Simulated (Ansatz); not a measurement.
A geometry of Si2Mo away from equilibrium: step 2 of the relaxation of a relaxed Si2Mo cell displaced along its unstable phonon at q = (0, 0, ½) of its primitive reciprocal cell (108i cm⁻¹), largest move 0.15 Å. The numbers are results of r2SCAN (plane waves to 500 eV, PAW, scalar-relativistic; Ansatz, an electronic-structure program), not measurements. Γ-centred k-mesh 9×9×7 on the run's cell (coarser than for final values), Fermi–Dirac smearing 0.05 eV. The plane waves were selected for a different cell earlier on the path.

```
Si2Mo
1.0
    4.22863     0.00000     0.00000
   -2.11431     3.81342     0.00000
    0.00000     0.00000     5.14546
Mo Si
2 4
Direct
  0.03495   0.06990   0.00000
  0.96505   0.93010   0.50000
  0.33644   0.67288   0.24961
  0.33644   0.67288   0.75039
  0.66356   0.32712   0.25039
  0.66356   0.32712   0.74961
```

### Question
Give the Cartesian forces on all atoms (eV/Å).

### Answer
```tsv
atom	Fx	Fy	Fz
Mo1	0.00	1.69	0.00
Mo2	0.00	-1.69	0.00
Si3	0.00	0.29	-0.21
Si4	0.00	0.29	0.21
Si5	0.00	-0.29	0.21
Si6	0.00	-0.29	-0.21
```

The path ends in Cmcm (No. 63). No spin polarisation in the result.

The run could not lose the symmetry of its start, so the end can be a saddle point.

The end of the path is a generated cell of Si2Mo: the first start was made by placing the elements on the sites of a structure type, and the end was not matched to a known phase here, so it may be hypothetical. Known forms of Si2Mo include space group No. 139.
